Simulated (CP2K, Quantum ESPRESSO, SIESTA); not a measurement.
**One calculation of V, 3 ways**

```
V
1.0
     2.29552    0.00000    0.00000
     0.00000    2.29552    0.00000
     0.00000    0.00000   23.80000
V
1
Direct
  0.50000 0.50000 0.29412
```

Alike in all runs: functional PBE; k mesh 11 × 11 × 1; occupations fermi-dirac, width 0.05 eV; collinear spin, ferromagnetic start; no spin-orbit coupling.

```tsv
program and potentials	plane-wave cutoff (eV)	notes	net moment per atom (μB)
SIESTA, files PseudoDojo sr-pbe-0.4.1-standard, DZP (energy shift 0.003 Ry; two zetas on semicore shells)	-	atomic basis	0.00
CP2K, POTENTIAL_UZH V GTH-PBE-q13; TZVP-MOLOPT-PBE-GTH basis	-	atomic basis	0.00
Quantum ESPRESSO, PseudoDojo 0.4.1 SR PBE standard	1143	-	0.00
```

All agree on the net moment per atom. The state is the one that the start led to, which needn't be the lowest. Rows in atomic bases carry the error of their basis and grid, which can be large.

Differences between rows come from potentials, basis sets and numerical settings, since the functional is the same but for its coding. Runs on potential files found faulty are left out.
